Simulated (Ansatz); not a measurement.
# Stability checks on a candidate for Cd4SeS3

The structure comes from a generated guess, relaxed at this level; another structure or a mixture of phases may lie lower.

All numbers below come from DFT PBE, scalar-relativistic, plane waves, PAW in Ansatz. Plane waves to 420 eV, a 6×6×6 mesh through Γ for the 8-atom cell and 0.02 eV Gaussian smearing; no spin polarisation.

```cif
data_structure
_symmetry_space_group_name_H-M 'I-42m'
_symmetry_Int_Tables_number 121
_cell_length_a 5.9929
_cell_length_b 5.9929
_cell_length_c 11.9783
_cell_angle_alpha 90.000
_cell_angle_beta 90.000
_cell_angle_gamma 90.000
_cell_volume 430.20
loop_
_atom_site_label
_atom_site_type_symbol
_atom_site_symmetry_multiplicity
_atom_site_Wyckoff_symbol
_atom_site_fract_x
_atom_site_fract_y
_atom_site_fract_z
_atom_site_occupancy
Cd1 Cd 8 i 0.24283 0.75717 0.12793 1
Se1 Se 2 b 0.50000 0.50000 0.00000 1
S1 S 4 d 0.00000 0.50000 0.25000 1
S2 S 2 a 0.00000 0.00000 0.00000 1
```

The zero of energy is the elements' standard structures at the same level; no fitted shifts are applied.

Q: These tests were run: energy against the elements; random kick, then relaxation without symmetry; phonons on a 2×2×2 q mesh; elastic tensor. What do they show?

A:

```
                                         test                         result
                  energy against the elements                 −0.649 eV/atom
random kick, then relaxation without symmetry                        returns
                    phonons on a 2×2×2 q mesh  no imaginary mode on the mesh
                               elastic tensor        least eigenvalue 19 GPa
```

It fails none of these tests. Other phases of the system weren't compared here, so this isn't yet thermodynamic stability.

The reference forms of S and Se are held partly by dispersion forces, which this level lacks. The kick test ran on a coarse mesh. The run for the phonons used a 6×6×6 k mesh. The run for the elastic tensor used a 6×6×6 k mesh.
